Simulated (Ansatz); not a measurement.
C:
```xyz
8
Lattice="2.5180 0.0000 0.0000 -1.2590 2.1807 0.0000 0.0000 0.0000 8.3047" Properties=species:S:1:pos:R:3 pbc="T T T"
C      0.0000     0.0000     4.9245
C      0.0000     0.0000     3.3803
C      0.0000     0.0000     0.7721
C      0.0000     0.0000     7.5326
C      0.0000     1.4538     2.8608
C      1.2590     0.7269     5.4440
C      1.2590     0.7269     7.0131
C      0.0000     1.4538     1.2916
```

Relaxed with PBE. Special points in fractions of this cell's reciprocal vectors: Γ (0.000, 0.000, 0.000); M (0.500, 0.000, 0.000); K (0.333, 0.333, 0.000); A (0.000, 0.000, 0.500); L (0.500, 0.000, 0.500); H (0.333, 0.333, 0.500).

Task: List the band energies nearest the valence-band maximum at these points for PBE (plane waves, PAW; program Ansatz).

Result: In eV from the valence-band maximum; about four levels below and three above (degenerate sets whole), none deeper than 8.9 eV; points with the same levels are listed once.

```json
[
 {"k": "Γ", "below": "-1.72 -1.72 -0.22 0.00 0.00", "above": "5.30 5.30 5.47"},
 {"k": "M", "below": "-4.91 -4.66 -3.66 -2.96", "above": "4.61 5.57 5.99"},
 {"k": "K", "below": "-7.08 -5.58 -5.58 -4.14", "above": "6.24 6.24 7.88"},
 {"k": "A", "below": "-0.65 -0.65 -0.65 -0.65", "above": "6.07 6.07 6.07 6.07"},
 {"k": "L", "below": "-4.71 -4.71 -3.65 -3.65", "above": "4.95 4.95 6.98 6.98"},
 {"k": "H", "below": "-5.41 -5.41 -5.06 -5.06", "above": "5.14 5.14 9.70 9.70"}
]
```

Space group P6_3/mmc. The first step of the workflow began from a Materials Project structure, measured or hypothetical. Its sites differ from those of the usual phase in this space group: another stacking or structure type. The cell was relaxed with PBE under the symmetry of its start; whether a distortion lowers the energy is not shown.

Potentials: the later of the program's two PAW sets.
